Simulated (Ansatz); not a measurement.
Here is the system:

AlV₂C:
```yaml
crystal:
  lattice:
    - [2.90669, 0.00000, 0.00000]
    - [-1.45334, 2.51726, 0.00000]
    - [0.00000, 0.00000, 13.12803]
  atoms:
    - { symbol: Al, position: [0.33333, 0.66667, 0.75000] }
    - { symbol: Al, position: [0.66667, 0.33333, 0.25000] }
    - { symbol: V, position: [0.33333, 0.66667, 0.08504] }
    - { symbol: V, position: [0.66667, 0.33333, 0.58504] }
    - { symbol: V, position: [0.66667, 0.33333, 0.91496] }
    - { symbol: V, position: [0.33333, 0.66667, 0.41496] }
    - { symbol: C, position: [0.00000, 0.00000, 0.00000] }
    - { symbol: C, position: [0.00000, 0.00000, 0.50000] }
```

This is the PBE-relaxed structure.

### Question
All from plane-wave PAW PBE (Ansatz code), unless another level is named. Estimate the electronic character.

### Answer
metallic (no gap).

### Question
And the formation energy from the elements (no fitted shifts)?

### Answer
-0.53 eV/atom.

### Question
Predict the density of states at the Fermi level.

### Answer
0.64 states/eV per atom (mean over ±0.08 eV).

Space group P6_3/mmc. The cell was relaxed with PBE under the symmetry of its start. The workflow began spin-polarised and lost its moments. The references are the lowest solids computed at this level, not always the standard phases.

Potentials: the later of the program's two PAW sets.
